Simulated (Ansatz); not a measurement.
Relaxed-ion elastic tensor of Si$_{2}$Ni (fluorite or antifluorite type, Fm-3m) in GPa (Voigt order), PBEsol (plane waves, PAW; program Ansatz); density 4.88 g/cm³, 13.04 Å³ per atom.

```
 199   141   141   0.0   0.0   0.0
 141   199   141   0.0   0.0   0.0
 141   141   199   0.0   0.0   0.0
 0.0   0.0   0.0  80.0   0.0   0.0
 0.0   0.0   0.0   0.0  80.0   0.0
 0.0   0.0   0.0   0.0   0.0  80.0
```

Question: Is the crystal mechanically stable?

Answer: Yes: the smallest eigenvalue of C is 58.0 GPa.

Question: Work out the Voigt, Reuss and Hill averages.

Answer: K_V = 160, K_R = 160, K_H = 160; G_V = 59.6, G_R = 47.0, G_H = 53.3 GPa.

Question: Give Young's modulus, Poisson's ratio, Pugh's ratio and the universal anisotropy index.

Answer: E = 9KG/(3K + G) = 144 GPa; ν = 0.35; K/G = 3.00 (ductile by the Pugh limit of 1.75); A_U = 5G_V/G_R + K_V/K_R − 6 = 1.34.

Question: Estimate the sound speeds and the Debye temperature.

Answer: v_l = √((K + 4G/3)/ρ) = 6880 m/s, v_t = √(G/ρ) = 3310 m/s, mean 3720 m/s; Θ = (h/k)(3n/4πV)^(1/3) v_m = 470 K.

Question: Give the Zener ratio and Young's modulus along [100], [110] and [111].

Answer: A = 2C44/(C11 − C12) = 2.76; 1/E = S11 − 2(S11 − S12 − S44/2)Γ with Γ = 0, 1/4, 1/3 gives 82.1, 149, 206 GPa.

Symmetry was held in the PBEsol relaxation; of distortions, only those at the zone centre were tested. No spin polarisation was allowed. As this level gives no gap, shear constants depend on the k-mesh and smearing (Fermi–Dirac, 0.1 eV here).

Potentials: the earlier of the program's two PAW sets.
